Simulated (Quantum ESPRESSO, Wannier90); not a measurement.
# Wannier functions of HgS (wurtzite)

```xyz
4
Lattice="4.1964 0.0000 0.0000 -2.0982 3.6342 0.0000 0.0000 0.0000 6.8703" Properties=species:S:1:pos:R:3 pbc="T T T"
Hg    -2.0982     1.2114    -3.4343
Hg     2.0982    -1.2114     0.0008
S     -2.0982     1.2114    -0.8596
S      2.0982    -1.2114     2.5755
```

Materials Project entry mp-973676; symmetrised, unrelaxed at this level. Not found in the COD (Crystallography Open Database) copy used, which has the formula in other groups; not checked further. Method: PBEsol plane waves in Quantum ESPRESSO 7.5 (PseudoDojo norm-conserving files, 53 Ry, spinors with spin-orbit coupling), Bloch states on a 6×6×4 mesh through Γ, Wannier90 4.0.1. Density: 12×12×6 mesh, Gaussian smearing 0.01 Ry. With spin-orbit coupling a semilocal functional can close or falsely invert a small gap; the band order was not checked against a better method.

Bands 17-20 form an isolated set from -13.10 to -12.43 eV relative to the Fermi level (on the path) and are turned into 4 Wannier functions by minimising the spread from the start: atomic waves S 3s.

Problem. Where do the functions sit, how wide are they and what are they made of?

Solution. 
| functions | spread (Å²) | nearest atom, distance (Å) | second atom, distance (Å) | weight on atomic waves |
|---|---|---|---|---|
| 4 | 1.33 | S 0.00 | Hg 2.57 | S 3s 85 %, Hg 6s 6 %, Hg 5d 5 % |

Ω_I = 5.31 Å², Ω_total = 5.31 Å²; the interpolated bands follow pw.x to 0.0 meV rms on the path. Only this start was tried; a symmetric start can stop on a saddle, and mixtures of these functions could lower the total by at most Ω_total − Ω_I.
